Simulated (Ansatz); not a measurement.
## Ansatz 0.2.0, relaxation: BiS

Launch command:

```bash
ansatz run input.yaml --threads 2 --pin off --max-ram 3584MiB --backend cpu --events-out ev --progress --plain --runs-dir out
```

Input:

```yaml
crystal:
  lattice:
    - [-3.982927, 3.982927, 3.47637]
    - [3.982927, -3.982927, 3.47637]
    - [3.982927, 3.982927, -3.47637]
  atoms:
    - { symbol: Bi, position: [0.25, 0.25, 0.0] }
    - { symbol: Bi, position: [0.75, 0.75, 0.0] }
    - { symbol: Bi, position: [0.75, 0.25, 0.5] }
    - { symbol: Bi, position: [0.25, 0.75, 0.5] }
    - { symbol: S, position: [0.679, 0.179, 0.858] }
    - { symbol: S, position: [0.179, 0.321, 0.5] }
    - { symbol: S, position: [0.321, 0.821, 0.142] }
    - { symbol: S, position: [0.821, 0.679, 0.5] }
  symmetry: { tolerance: 0.0003 }
kpoints:
  mp_grid: { grid: [6, 6, 6], shift: [0, 0, 0] }
magnetization:
  spin_polarized: false
scf:
  occupations: { method: fermi_dirac }
  lower_state_search: "off"
hamiltonian:
  pseudopotentials: { kind: paw }
  xc: pbe
basis:
  ecutwfc: 420
  fft_grid_basis: typed
relax:
  max_steps: 60
  cell: { p_target: 5.0 }
output:
  forces: true
  stress: true
  eigenvalues: true
  bader: true
  populations: true
  elf: true
  write_potential: true
  volumetric_format: npy
  dos:
    e_range: [-12, 8]
    de: 0.05
    projected: { site_lists: { Bi: [Bi], S: [S] } }
checkpoint:
  read: saved_state
```

Origin of the cell: a known structure type with other elements, at an estimated volume, so it need not be a known compound.

The smearing width isn't typed, so it takes its default of 0.1 eV.

The saved state is a converged single point of the same cell.

Steps («new basis» is an SCF on plane waves selected anew at the same cell):

```tsv
step	ΔH (meV/atom)	max force component (eV/Å)	P (GPa)	volume (Å³)	SCF iterations	step was
1	0.0	0.686	2.01	220.59	5	accepted
2	-118.3	0.252	2.75	200.15	6	accepted
3	-187.9	0.425	5.53	184.43	6	accepted
4	-240.0	0.288	6.60	174.45	6	accepted
5	-256.8	0.227	4.72	176.22	5	accepted
6	-283.6	0.038	5.35	172.75	5	accepted
7	-285.4	0.003	5.00	173.33	4	accepted
8	-285.4	0.000	5.00	173.33	4	accepted
9	-284.7	0.000	4.98	173.33	5	new basis
```

Step 1, with forces in eV/Å:

```xyz
8
Lattice="-3.983 3.983 3.476 3.983 -3.983 3.476 3.983 3.983 -3.476" Properties=species:S:1:pos:R:3:forces:R:3 pbc="T T T" step=1
Bi    0.000    0.000    1.738    0.000    0.000    0.000
Bi    0.000    0.000    5.215    0.000    0.000    0.000
Bi    0.000    3.983    1.738    0.000    0.000    0.000
Bi    3.983    0.000    1.738    0.000    0.000    0.000
S     1.426    5.409    0.000    0.686    0.686    0.000
S     2.557    1.426    0.000   -0.686    0.686    0.000
S     2.557   -1.426    3.476   -0.686   -0.686    0.000
S     1.426    2.557    3.476    0.686   -0.686    0.000
```

Step 2, with forces in eV/Å:

```xyz
8
Lattice="-3.814 3.814 3.439 3.814 -3.814 3.439 3.814 3.814 -3.439" Properties=species:S:1:pos:R:3:forces:R:3 pbc="T T T" step=2
Bi    0.000    0.000    1.720    0.000    0.000    0.000
Bi    0.000    0.000    5.159    0.000    0.000    0.000
Bi    0.000    3.814    1.720    0.000    0.000    0.000
Bi    3.814    0.000    1.720    0.000    0.000    0.000
S     1.499    5.313    0.000    0.252    0.252    0.000
S     2.316    1.499    0.000   -0.252    0.252    0.000
S     2.316   -1.499    3.439   -0.252   -0.252    0.000
S     1.499    2.316    3.439    0.252   -0.252    0.000
```

Step 3, with forces in eV/Å:

```xyz
8
Lattice="-3.622 3.622 3.515 3.622 -3.622 3.515 3.622 3.622 -3.515" Properties=species:S:1:pos:R:3:forces:R:3 pbc="T T T" step=3
Bi    0.000    0.000    1.758    0.000    0.000    0.000
Bi    0.000    0.000    5.273    0.000    0.000    0.000
Bi    0.000    3.622    1.758    0.000    0.000    0.000
Bi    3.622    0.000    1.758    0.000    0.000    0.000
S     1.493    5.114    0.000    0.425    0.425    0.000
S     2.129    1.493    0.000   -0.425    0.425    0.000
S     2.129   -1.493    3.515   -0.425   -0.425    0.000
S     1.493    2.129    3.515    0.425   -0.425    0.000
```

Step 4, with forces in eV/Å:

```xyz
8
Lattice="-3.440 3.440 3.684 3.440 -3.440 3.684 3.440 3.440 -3.684" Properties=species:S:1:pos:R:3:forces:R:3 pbc="T T T" step=4
Bi    0.000    0.000    1.842    0.000    0.000    0.000
Bi    0.000    0.000    5.527    0.000    0.000    0.000
Bi    0.000    3.440    1.842    0.000    0.000    0.000
Bi    3.440    0.000    1.842    0.000    0.000    0.000
S     1.533    4.973    0.000    0.288    0.288    0.000
S     1.908    1.533    0.000   -0.288    0.288    0.000
S     1.908   -1.533    3.684   -0.288   -0.288    0.000
S     1.533    1.908    3.684    0.288   -0.288    0.000
```

Step 5, with forces in eV/Å:

```xyz
8
Lattice="-3.466 3.466 3.668 3.466 -3.466 3.668 3.466 3.466 -3.668" Properties=species:S:1:pos:R:3:forces:R:3 pbc="T T T" step=5
Bi    0.000    0.000    1.834    0.000    0.000    0.000
Bi    0.000    0.000    5.502    0.000    0.000    0.000
Bi    0.000    3.466    1.834    0.000    0.000    0.000
Bi    3.466    0.000    1.834    0.000    0.000    0.000
S     1.595    5.060    0.000    0.227    0.227    0.000
S     1.871    1.595    0.000   -0.227    0.227    0.000
S     1.871   -1.595    3.668   -0.227   -0.227    0.000
S     1.595    1.871    3.668    0.227   -0.227    0.000
```

Step 6, with forces in eV/Å:

```xyz
8
Lattice="-3.487 3.487 3.552 3.487 -3.487 3.552 3.487 3.487 -3.552" Properties=species:S:1:pos:R:3:forces:R:3 pbc="T T T" step=6
Bi    0.000    0.000    1.776    0.000    0.000    0.000
Bi    0.000    0.000    5.327    0.000    0.000    0.000
Bi    0.000    3.487    1.776    0.000    0.000    0.000
Bi    3.487    0.000    1.776    0.000    0.000    0.000
S     1.727    5.214    0.000    0.038    0.038    0.000
S     1.760    1.727    0.000   -0.038    0.038    0.000
S     1.760   -1.727    3.552   -0.038   -0.038    0.000
S     1.727    1.760    3.552    0.038   -0.038    0.000
```

Step 9, with forces in eV/Å:

```xyz
8
Lattice="-3.513 3.513 3.512 3.513 -3.513 3.512 3.513 3.513 -3.512" Properties=species:S:1:pos:R:3:forces:R:3 pbc="T T T" step=9
Bi    0.000    0.000    1.756    0.000    0.000    0.000
Bi    0.000    0.000    5.268    0.000    0.000    0.000
Bi    0.000    3.513    1.756    0.000    0.000    0.000
Bi    3.513    0.000    1.756    0.000    0.000    0.000
S     1.756    5.269    0.000    0.000    0.000    0.000
S     1.756    1.756    0.000    0.000    0.000    0.000
S     1.756   -1.756    3.512    0.000    0.000    0.000
S     1.756    1.756    3.512    0.000    0.000    0.000
```

```yaml
Enthalpy_lowered_by: 284.7 meV/atom
Volume_change: -21.43 %
Final_pressure: 4.98 GPa
Relaxation_steps_listed: 9
Gap_on_the_mesh: none (metal)
```

Caveats: no spin-orbit coupling, though heavy elements are present; the relaxation held the start's symmetry, so the end may be a saddle point.

The run took 2.1 min on 2 threads of Intel(R) Xeon(R) Platinum 8375C CPU @ 2.90GHz (Ice Lake) (shared host), peak memory 0.74 GiB, from a saved density.
